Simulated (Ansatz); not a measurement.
Recipe of this trial structure of GaAs4: random cell by space group and Wyckoff sites (P4/mmm, No. 123). Its size is a rough estimate.

```
Ga As
1.0
     4.60100    0.00000    0.00000
     0.00000    4.60100    0.00000
     0.00000    0.00000    5.86283
Ga As
1 4
Direct
  0.00000 0.00000 0.50000
  0.50000 0.50000 0.22009
  0.50000 0.50000 0.77991
  0.00000 0.00000 0.85092
  0.00000 0.00000 0.14908
```

Method: Ansatz, DFT PBE, scalar-relativistic, plane waves, PAW. Cutoff 420 eV, Gaussian smearing, Γ-centred meshes. Cell and atoms relax first on a coarse mesh and then on a finer one. In between, the cell is made exact in the group found at 0.06 Å. In metals the finer mesh still leaves noise of several meV/atom or more. The steps can't lower the symmetry of their start. No spin polarisation.

A guess keeps its type if space group and coordination stay and the shape of the cell changes little (axis ratios within about 15 %, angles within 6°); the volume may change.

Problem. Does it keep its structure type, or change into something else?

Solution. It doesn't keep its type. The symmetry stays P4/mmm (No. 123). The volume per atom shrinks by 4.4 %, from 24.8 to 23.7 Å³. The shortest distance goes from 1.75 Å (As–As) to 2.54 Å (As–As). The ratio c/a of the conventional cell changes by a factor of 1.59. Counting neighbours within 15 % of an atom's shortest distance, the start has As 1, Ga 2 and the end As 5/6, Ga 2. In detail, at the end around Ga lie 2 As at 2.57 Å; As on its first site has 1 As at 2.54 Å and 4 As at 2.75 Å; As on its second site has 1 Ga at 2.57 Å and 5 As at 2.70–2.75 Å.

```xyz
5
Lattice="3.8867 0.0000 0.0000 0.0000 3.8867 0.0000 0.0000 0.0000 7.8513" Properties=species:S:1:pos:R:3 pbc="T T T"
Ga    0.0000    0.0000    3.9256
As    1.9434    1.9434    1.2709
As    1.9434    1.9434    6.5804
As    0.0000    0.0000    6.4998
As    0.0000    0.0000    1.3514
```

The last run used a 10×10×6 mesh (in the run's order of axes) for its 5-atom cell and Gaussian smearing of 0.10 eV. An odd number of electrons in the primitive cell allows no gap without spin; a larger cell or a magnetic state could open one. The cell is a metal run without spin; a magnetic state may lie lower. A structure relaxed within its symmetry needn't be a true minimum.

In counts of neighbours, a slash parts the counts of unlike sites.
